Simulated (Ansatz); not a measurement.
The relaxed structure here is a generated cell of Au: the first start was made by placing the elements on the sites of a structure type, and the end was not matched to a known phase here, so it may be hypothetical. Known forms of Au include space group No. 225.

A relaxed cell of Au (Im-3m (No. 229)), relaxed on a k-mesh at least as fine as the one used below. Calculation: r2SCAN (plane waves to 500 eV, PAW, scalar-relativistic; Ansatz, an electronic-structure program). Γ-centred k-mesh 7×14×14 on the run's cell (coarser than for final values), Fermi–Dirac smearing 0.05 eV.

```
CELL_PARAMETERS angstrom
     -3.27593     3.27593     3.27593
      1.63797    -1.63797     1.63797
      1.63797     1.63797    -1.63797
ATOMIC_POSITIONS crystal
  Au 0.00000 0.00000 0.00000
  Au 0.50000 0.00000 0.00000
```

The atoms are displaced by (Å):

```tsv
atom	ux	uy	uz
Au1	-0.127	0.042	-0.004
Au2	-0.085	-0.012	-0.197
```

What forces (eV/Å) and pressure result?


```tsv
atom	Fx	Fy	Fz
Au1	0.15	-1.00	-1.00
Au2	-0.15	1.00	1.00
```

Pressure +2.8 GPa.

Estimate the energy cost of the displacement in the harmonic approximation and compare with the calculation.

For a harmonic well ΔE = −½ Σ F·u = 0.127 eV a cell, or 63 meV/atom. The calculated energy relative to the undisplaced cell is +0.06 eV/atom, so the harmonic estimate holds well.

The undisplaced cell is probably no minimum: from this displacement the run went on to I4/mmm (No. 139) at a tolerance of 0.01 Å, Fm-3m (No. 225) at 0.1 Å, 0.02 eV/atom below it.

No spin polarisation in the result.
